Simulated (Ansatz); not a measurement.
Re2C:
```yaml
crystal:
  lattice:
    - [2.84926, 0.00000, 0.00000]
    - [-1.42463, 2.46753, 0.00000]
    - [0.00000, 0.00000, 5.04092]
  atoms:
    - { symbol: C, position: [0.00000, 0.00000, 0.00000] }
    - { symbol: Re, position: [0.33333, 0.66667, 0.27180] }
    - { symbol: Re, position: [0.66667, 0.33333, 0.72820] }
```

Relaxed with PBE. Special points in fractions of this cell's reciprocal vectors: Γ (0.000, 0.000, 0.000); M (0.500, 0.000, 0.000); K (0.333, 0.333, 0.000); A (0.000, 0.000, 0.500); L (0.500, 0.000, 0.500); H (0.333, 0.333, 0.500).

Problem. List the band energies nearest the Fermi level at these points for PBE with spin–orbit coupling (plane waves, PAW; program Ansatz).

Solution. In eV from the Fermi level; about four levels below and three above (degenerate sets whole), none deeper than 8.9 eV; … stands for higher levels left out; points with the same levels are listed once.

| k | below | above |
|---|---|---|
| Γ | -0.40 -0.40 -0.03 -0.03 | 5.69 5.69 … |
| M | -2.44 -2.44 -0.30 -0.30 | 1.40 1.40 1.96 1.96 |
| K | -0.37 -0.37 -0.04 -0.04 | 0.18 0.18 2.24 2.24 |
| A | -2.96 -2.96 -2.31 -2.31 | 0.24 0.24 0.29 0.29 |
| L | -1.91 -1.91 -1.35 -1.35 | 2.22 2.22 2.38 2.38 |
| H | -3.49 -3.49 -1.00 -1.00 | 1.10 1.10 1.19 1.19 |

Space group P-3m1. A made-up cell: these elements were put on the sites of a structure type; neither database checked (COD, Materials Project) lists it. Its standing as an ambient phase is unchecked. The cell was relaxed with PBE under the symmetry of its start; whether a distortion lowers the energy is not shown. No spin polarisation was allowed.

Potentials: the earlier of the program's two PAW sets.
